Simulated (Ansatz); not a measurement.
input.yaml (Ansatz)

```yaml
crystal:
  lattice:
    - [0.0, 2.7630745518, 2.7630745518]
    - [2.7630745518, 0.0, 2.7630745518]
    - [2.7630745518, 2.7630745518, 0.0]
  atoms:
    - { symbol: Ir, position: [0.125, 0.125, 0.125], spin: 1.0 }
    - { symbol: Ir, position: [0.875, 0.875, 0.875], spin: 1.0 }
hamiltonian:
  xc: r2scan
  pseudopotentials:
    kind: paw
    azcp:
      Ir: "pseudopotentials/Ir.paw.azcp"
basis:
  ecutwfc: 500
  fft_grid_basis: typed
kpoints:
  mp_grid: { grid: [16, 16, 16], shift: [0, 0, 0] }
magnetization:
  spin_polarized: true
scf:
  occupations: { method: fermi_dirac, width: 0.05 }
```

and its output:

```
Engine: ansatz 0.2.0, x86_64-unknown-linux-gnu
Pseudopotentials: kind: paw
Pseudopotential: Ir, paw, valence charge 17, recommended cutoff 500 eV (meta_gga) 
Functional definition: r2SCAN
  parameter k0 = 0.174
  parameter k1 = 0.065
  parameter a1 = 4.9479
  exchange = r2scan_x(k0 = k0, k1 = k1, a1 = a1)
  correlation = r2scan_c
Crystal: 2 atoms, lattice volume = 42.190 Å³
Basis set: ecut = 500 eV, 1067 PW (Γ), exchange–correlation on 120×120×120 points (64 copies of the dense FFT grid, shifted against one another)
Bands: 22, of which v1, the nominal top of the filled ones, is band 17 counted from 1 (16 counted from 0)
Symmetry: 48 space group operations
Space group: Fd-3m (ITA 227), of the structure as read, at distance tolerance 3.5e-5 Å
Magnetic group: BNS 227.128 (UNI 1630), of the structure as read, at distance tolerance 3.5e-5 Å
k-points: 145 of 4096
Non-local potential: Ir, projectors of the file, l = 0: 3, l = 1: 2, l = 2: 2, l = 3: 1
PAW form: soft (Blöchl's): semilocal exchange-correlation on the pseudo side does not see the compensation charge
PAW frozen core: Ir, regenerated for the run's functional (the file was generated under x = pbe(κ = 0.804, μ = 0.2195149727645171), c = pbe(β = 0.06672455060314922))
PAW one-centre angular grid: Ir, 590 points (default); XC on 160 Gauss nodes
Initial density: superposition of atomic densities (chi_scale 0.1, normalization cell)
Starting moments: Σ|m| = 2 μB on 2 of 2 sites
Initial wavefunctions: pseudopotential atomic-orbital guess
Functional: x = r2scan, c = r2scan; τ floored in thin density (d = 2e-4 eV/Å³)
iter 1 solved again at ethr=1.18e-3 eV; its pass at ethr=3.10e-3 eV (dr2=4.02e-1 eV) is discarded
SCF iter   1: F=—  HF=-23894.564798 eV  |F-HF|=—  |Δ(HF+E_count)|=         —  Δρ=3.13e-2 (↑3.13e-2 ↓2.81e-2)  dr2=4.39e-1  dr2_τ=3.55e-2  dr2_m=1.54e-1  M=0.903 μB ∫|m|=0.921 μB  β_m=0.55  ethr=1.18e-3  ⟨swp⟩=2.0  Hψ=40006  notcnv=0
Mixer restart at iter 1: flushing history
spin=Collinear: Kerker preconditioning applied to the charge; magnetization (m = ρ↑ − ρ↓) channel mixes plain (no charge-response kernel on spin).
SCF iter   2: F=—  HF=-23894.651182 eV  |F-HF|=—  |Δ(HF+E_count)|=   8.64e-2  Δρ=1.96e-2 (↑1.93e-2 ↓1.96e-2)  dr2=2.40e-1  dr2_τ=6.51e-3  dr2_m=4.87e-2  M=0.798 μB ∫|m|=0.807 μB  β_m=1.00  ethr=1.18e-3  ⟨swp⟩=2.5  Hψ=10946  notcnv=0  defer=19  κ⁻¹=1.0e0(r=1)
...
SCF iter  13: F=—  HF=-23895.434449 eV  |F-HF|=—  |Δ(HF+E_count)|=   4.22e-7  Δρ=5.49e-6 (↑5.49e-6 ↓3.44e-6)  dr2=1.16e-8  dr2_τ=1.74e-9  dr2_m=1.68e-9  M=0.000 μB ∫|m|=0.000 μB  β_m=0.42  ethr=3.03e-10  ⟨swp⟩=2.0  Hψ=11342  notcnv=0  defer=43  κ⁻¹=1.5e-7(r=8)
SCF iter  14: F=—  HF=-23895.434449 eV  |F-HF|=—  |Δ(HF+E_count)|=   1.66e-8  Δρ=2.91e-6 (↑2.91e-6 ↓2.28e-6)  dr2=3.35e-9  dr2_τ=1.67e-10  dr2_m=6.77e-10  M=0.000 μB ∫|m|=0.000 μB  β_m=0.52  ethr=3.42e-11  ⟨swp⟩=2.0  Hψ=8860  notcnv=0  defer=43  κ⁻¹=2.2e-7(r=8)
SCF iter  15: F=—  HF=-23895.434449 eV  |F-HF|=—  |Δ(HF+E_count)|=   2.76e-9  Δρ=1.16e-6 (↑1.16e-6 ↓1.14e-6)  dr2=7.97e-10  dr2_τ=1.11e-10  dr2_m=8.25e-11  M=0.000 μB ∫|m|=0.000 μB  β_m=0.30  ethr=9.85e-12  ⟨swp⟩=2.1  Hψ=8867  notcnv=0  defer=43  κ⁻¹=6.4e-7(r=8)
SCF iter  16: F=-23895.434449 eV  HF=-23895.434449 eV  |F-HF|=1.78e-10  |Δ(HF+E_count)|=   1.48e-9  Δρ=4.23e-7 (↑4.10e-7 ↓4.23e-7)  dr2=9.91e-11  dr2_τ=8.10e-12  dr2_m=2.66e-11  M=0.000 μB ∫|m|=0.000 μB  ethr=2.34e-12  ⟨swp⟩=1.0  Hψ=18407  notcnv=0
SCF 1 converged in 16 iterations: F = -23895.434449 eV  dr2 = 9.91e-11
WARN: the starting moments were not kept: the SCF closed with an absolute magnetisation of 7.5e-6 μB, where they sum to 2 μB in size (2 sites). That is at most 0.1 of that sum. Measured as dr2_m measures the in/out step, that magnetisation stands 1.0e-11 eV from none, at or under the dr2_threshold of 1.0e-7 eV: it is no larger than a step whose dr2_m would equal this threshold. The system may hold no moment; this SCF shows only that its start led to no more than that. To try another start: raise the starting moments (crystal.atoms[].spin, magnetization.per_species, magnetization.initial_magnetization, or on a non-collinear deck that types none of these the spinor_matrix: blocks that start its atoms; where the total moment is fixed, keep their sum and leave initial_magnetization as it is; typed ones take the place of any that the run laid by itself, positive ones on a crystal's lanthanoids without a Hubbard term where scf.initial_density.shell_occupations: [] is typed) or, if the notice of its spin-set hold's release reads "site moments contracting" or "site moments show no strong build", lengthen the hold (scf.mixing.spin_hold: { on: { confirm: 4 } }; for m-r²SCAN on two components see the key's manual first). Each may lead to a state that holds a moment. A second SCF, from the converged charge density, with the starting moments and any scf.initial_density.shell_occupations laid on it anew, would have followed, and was not run: the deck does not ask for one (magnetization.retry_lost_moments is false, the default). To let it run, set magnetization.retry_lost_moments: true and run the deck again, where that key's refused combinations let it; where memory then withholds it, that run's warning says so.
this state was not tested for a lower state beside it, because the mixer in use, unlike msr1, does not test its closes by its own steps (another_mixer; see scf.mixing.algorithm and scf.lower_state_search)
SCF converged after 16 iterations
Magnetization: 0.0000 μB (17.0000 up, 17.0000 down)
Absolute magnetization: 0.0000 μB (∫|ρ↑−ρ↓|, with the PAW one-centre terms)
Spin contamination: 0.0000 ħ² per cell (⟨S²⟩ above its minimum at these occupations)
Per-site moments (μB) at R_I (Å): [(2.756534888359191e-6, 0.9870682611937542), (2.75653488874502e-6, 0.9870682611937542)]
Free energy (F): -23895.434449 eV
Harris-Foulkes:  -23895.434449 eV  (|F-HF|=1.78e-10)
Internal energy: -23895.419156 eV  (E = F + TS)
E sigma→0 (E₀):  -23895.426803 eV
Entropy (-TS):   -0.015293 eV (-7.647 meV/atom)
Fermi energy:    15.661419 eV
--- Per-component energies (eV) ---
  E_band       = -536.728528
  E_kinetic    = 1240.197509
  E_local      = -3617.839611  (includes V_loc(G=0)·N_el)
  E_nonlocal   = 151.360422
  E_hartree    = 1395.132949
  E_xc         = -506.963737
  E_vxc        = -661.303914  (∫ρ·V_xc dr)
  E_paw        = -18500.114421  (= ΣΔE_a)
  E_vpaw       = -480.651525  (= ΣTr[D̂ρ^β])
  E_aug_tail   = -0.000032  (compensation charges beyond the density's cutoff)
  E_vtau       = 41.242206  (kinetic-family band-sum trace: ∫τ·v_τ [+ j·A + Jᵃ·Aᵃ] dr)
  E_ewald      = -4056.558447
  E_core_change = -0.633787  (= ΣΔE_core)
  E_smearing   = -0.015293  (= −TS)
  E_closure    = -0.000000  (closes the sum)
  Σ components = -23895.434449   (vs F -23895.434449, Δ=0.00e0)
```
